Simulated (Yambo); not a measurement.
Yambo run on BP (wurtzite, space group P6_3mc, No. 186). The wavefunctions come from this Quantum ESPRESSO step (PBEsol, PseudoDojo standard norm-conserving files, scalar-relativistic):

```
&CONTROL
  calculation = 'nscf'
  pseudo_dir = './pseudo'
  outdir = './out'
/
&SYSTEM
  ibrav = 0
  nat = 4
  ntyp = 2
  ecutwfc = 76.0
  ecutrho = 304.0
  occupations = 'fixed'
  force_symmorphic = .true.
  nbnd = 85
/
&ELECTRONS
  conv_thr = 4e-09
  diago_full_acc = .true.
  diago_thr_init = 1e-08
/
ATOMIC_SPECIES
B 10.8100 B.upf
P 30.9738 P.upf
CELL_PARAMETERS angstrom
  3.179911116832   0.000000000000   0.000000000000
 -1.589955558416   2.753883808953   0.000000000000
  0.000000000000   0.000000000000   5.274139666000
ATOMIC_POSITIONS crystal
B   0.666666667000   0.333333333000   0.500431500700
B   0.333333333667   0.666666666333   0.000431500700
P   0.666666667000   0.333333333000   0.874568499300
P   0.333333333667   0.666666666333   0.374568499300
K_POINTS automatic
6 6 4 0 0 0
```

Yambo input:

```
rim_cut
gw0
dyson
el_el_corr
HF_and_locXC
ppa
em1d
RandQpts= 1000000
RandGvec= 1 Ry
EXXRLvcs= 76 Ry
VXCRLvcs= 304 Ry
Chimod= "HARTREE"
% BndsRnXp
 1 | 84 |
%
NGsBlkXp= 8 Ry
% LongDrXp
 1.0 | 1.0 | 1.0 |
%
PPAPntXp= 27.2114 eV
% GbndRnge
 1 | 84 |
%
GTermKind= "BG"
DysSolver= "n"
ExtendOut
% QPkrange
 1 | 1 | 8 | 9 |
 19 | 19 | 8 | 9 |
%
```

k points by index: 1 = Γ, 19 = K.

Table of the .qp output:

```
#    K-point    Band    Eo [eV]    E [eV]    E-Eo [eV]    Vxc [eV]    Vnlxc [eV]    Sc|Eo [eV]    Sc|E [eV]    dSc/dw|Eo [eV]    Re(Z)    Im(Z)
#
    1    8    0.000000    -0.547454    -0.547454    -13.34828    -15.00123    0.966063    1.105497    -6.929922    0.797021    -0.001182
    1    9    2.689011    2.984765    0.295754    -11.84236    -7.199132    -4.273347    -4.347479    -6.818419    0.799632    -0.001209
    19    8    -4.902699    -5.614579    -0.711880    -12.12262    -15.65975    2.620101    2.825255    -7.839389    0.776334    -0.002511
    19    9    0.833241    1.086637    0.253396    -10.27189    -6.061956    -3.899319    -3.956539    -6.142503    0.815837    -0.001127
```
(The two width columns are left out.) Convergence of these settings isn't established.

Geometry relaxed with PBEsol.

This is not the ordinary phase of the substance; no match was found in the copy of COD used, and its stability was not checked.
